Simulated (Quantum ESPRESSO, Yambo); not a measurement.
## Quasiparticle gap of CdZnS$_{2}$

```
CELL_PARAMETERS angstrom
      3.93567     0.00000     0.00000
     -1.96784     3.40839     0.00000
      0.00000     0.00000     6.51847
ATOMIC_POSITIONS crystal
  S  0.33333 0.66667 0.89199
  S  0.00000 0.00000 0.35401
  Zn 0.00000 0.00000 0.99906
  Cd 0.33333 0.66667 0.50692
```

Cell and atoms were relaxed with PBEsol from Materials Project entry mp-1215475, within its symmetry.

Starting point: PBEsol (Quantum ESPRESSO, PseudoDojo norm-conserving, 102 Ry, with spin-orbit coupling). G0W0 in Yambo: 3×3×2 Γ-centred k mesh, bands 17 to 286 and a 7 Ry block in the screening, 286 bands in G with the Bruneval-Gonze terminator, plasmon pole fitted at 27.2 eV.

```yaml
PBEsol gap along the band path: 1.31 eV
PBEsol gap between the mesh's edge points (Γ → Γ): 1.31 eV
G0W0 gap between the same points: 2.50 eV
```

```tsv
k point	band	E PBEsol (eV)	E QP (eV)	shift (eV)	Z
Γ	VB−2	-0.03	-0.81	-0.78	0.79
Γ	VB−1	0.00	-0.77	-0.77	0.79
Γ	VB	0.00	-0.77	-0.77	0.79
Γ	CB	1.31	1.73	0.42	0.81
Γ	CB+1	1.31	1.73	0.42	0.81
A	VB	-0.26	-1.03	-0.77	0.79
A	CB	2.65	3.12	0.46	0.81
K	VB	-1.90	-2.75	-0.85	0.79
K	CB	3.99	4.24	0.25	0.82
H	VB	-1.35	-2.14	-0.79	0.78
H	CB	4.07	4.70	0.62	0.81
```

Energies count from the PBEsol valence-band maximum.

Nearest settings tried, and what they do to the gap: 122 bands in G: +16 meV; 144 bands in W: +64 meV; 3 Ry block (55 vectors against 197): -174 meV. Not varied: mesh. So the settings aren't converged at that level. The k mesh is coarse.

The structure is a Materials Project entry; no match was found in the copy of COD used, and its stability was not checked.
